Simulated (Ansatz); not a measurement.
Cs2ZrF6 in space group P-3m1 (No. 164; Cs on 2d, Zr on 1a, F on 6i), r²SCAN (plane waves, PAW; program Ansatz). The conduction-band minimum lies at Γ, with 1 equivalent valley. Second derivatives d²E/dk² of the lowest band at one valley (eV·Å²), along Cartesian directions:

| direction | d²E/dk² |
|---|---|
| [100] | 1.326 |
| [010] | 1.326 |
| [001] | 2.322 |
| [110] | 1.326 |
| [101] | 1.824 |
| [011] | 1.824 |

Question: Find the principal effective masses, the density-of-states mass and the conductivity mass.

Answer: Off-diagonal terms follow from H_xy = H[110] − (H_xx + H_yy)/2, and m*/mₑ = 7.620 eV·Å² over each eigenvalue: 3.3, 5.7, 5.7. One valley's DOS mass (m₁m₂m₃)^(1/3) = 4.8, conductivity mass 3/(Σ 1/mᵢ) = 4.6 mₑ.

Question: What effective density of states Nc follows at 300 K for parabolic valleys?

Answer: Nc = 2.509e19 × 1 × (4.8)^(3/2) ≈ 2.6e20 cm⁻³.

The first step of the workflow began from a Materials Project structure, measured or hypothetical; the Crystallography Open Database files this formula in space group No. 164, but the cells were not matched. Its standing as an ambient phase is unchecked. Symmetry was held in the r²SCAN relaxation; its stability against distortions is not shown here. No spin polarisation was allowed. Spin–orbit coupling is left out wherever it is not named.

Potentials: the later of the program's two PAW sets.

Edges and masses are those of Kohn–Sham bands, whose gap is no quasiparticle gap.
